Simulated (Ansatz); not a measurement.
SrPb3 (Cu3Au type, space group No. 221) under volume change, plane-wave PAW LDA (Ansatz code), scaled uniformly.

```tsv
V (Å³/atom)	E − E(relaxed) (meV/atom)	P (GPa)
26.407	39.9	5.37
27.277	16.7	3.25
28.148	3.9	1.49
29.019	0.0	0.00
29.889	3.5	-1.27
30.760	13.4	-2.34
31.630	28.7	-3.26
```

Task: What does a third-order Birch–Murnaghan fit give for V₀, B₀ and B′?

Result: V₀ = 29.01 Å³/atom, B₀ = 45.9 GPa, B′ = 4.6.

Space group Pm-3m (Cu3Au type). The workflow started from an entry of the Crystallography Open Database (COD); the relaxed space group is not among those it files for this formula. COD files the formula under space group No. 123, so this cell is another polymorph or a model. Its standing as an ambient phase is unchecked. The cell was relaxed with LDA under the symmetry of its start; of distortions, only those at the zone centre were tested. Spin–orbit coupling is left out wherever it is not named.

Potentials: the later of the program's two PAW sets.
